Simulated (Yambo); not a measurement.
Convergence of the G0W0 gap of SiC

G0W0@PBEsol for SiC (2H, space group P6_3mc, No. 186) in Yambo. Reference settings: 6×6×4 Γ-centred k mesh, 76 bands and a 8 Ry block in the screening, 76 bands in G with the Bruneval-Gonze terminator, plasmon pole fitted at 27.2 eV. The PBEsol gap Γ → K on this mesh is 2.12 eV; G0W0 gaps are taken between the same points.

| change from the reference | G0W0 gap Γ → K (eV) | shift of the valence edge (eV) | rough Yambo cost |
|---|---|---|---|
| reference settings | 2.96 | -0.49 | 1 |
| 28 bands in G | 2.99 | -0.45 | – |
| wavefunctions cut at 25 Ry | 2.94 | -0.47 | about 1/2 |
| no point-group symmetry | 2.95 | -0.47 | about 3× |
| 28 bands in G, no terminator | 2.72 | 0.32 | – |
| no terminator | 2.86 | -0.30 | – |

The reference isn't shown to be the converged limit. Costs are rough (shared machines), scaled to the same edge states, and given only for runs that recompute the screening.

Geometry relaxed with PBEsol; primitive cell a = 3.0762 Å, b = 3.0762 Å, c = 5.0482 Å, α = 90.00°, β = 90.00°, γ = 120.00°.

A shift is the quasiparticle energy of the state minus its PBEsol energy.
